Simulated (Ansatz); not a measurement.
**WC: clamped-ion strain scan**

These are results of Ansatz 0.2.0, DFT r2SCAN, scalar-relativistic, plane waves, PAW, not measurements. Settings: plane waves to 500 eV, k-mesh 18×18×18 (Γ-centred), Gaussian smearing 0.15 eV. Spin–orbit coupling is left out, which can shift energies with elements as heavy as these. No spin polarisation. Energies are free energies at this smearing, counted from the undisturbed cell; pressure is positive in compression.

The starting cell (as given, not relaxed at this level; it stands at -5.2 GPa; this rock-salt form isn't the usual structure):

```
W C
1.0
     0.00000    2.19268    2.19268
     2.19268    0.00000    2.19268
     2.19268    2.19268    0.00000
W C
1 1
Direct
  0.00000 0.00000 0.00000
  0.50000 0.50000 0.50000
```

The cell is strained by ε times the Voigt pattern (0, 0, 0, 1, 0, 0) (xx, yy, zz, yz, xz, xy; engineering shear) with fractional coordinates fixed. The cell is metallic on the mesh throughout.

```csv
ε,ΔE (meV/atom),"stress summed along the pattern (GPa, tension positive)",pressure (GPa)
-0.0200,2.0,-2.97,-5.2
-0.0100,0.5,-1.54,-5.2
0.0000,0.0,0.00,-5.2
0.0025,0.0,0.39,-5.2
0.0050,0.1,0.78,-5.2
0.0075,0.3,?,-5.2
0.0125,0.8,?,-5.2
0.0150,1.1,2.28,-5.2
0.0175,1.5,2.63,-5.2
```

By symmetry 0.0200 repeats -0.0200, -0.0150 repeats 0.0150, 0.0100 repeats -0.0100, -0.0050 repeats 0.0050 in energy; the slope of the energy along the path changes sign there.

(1) Give the withheld values.

## Answers

(1) stress summed along the pattern (GPa, tension positive) at ε = 0.0075: 1.16; stress summed along the pattern (GPa, tension positive) at ε = 0.0125: 1.92.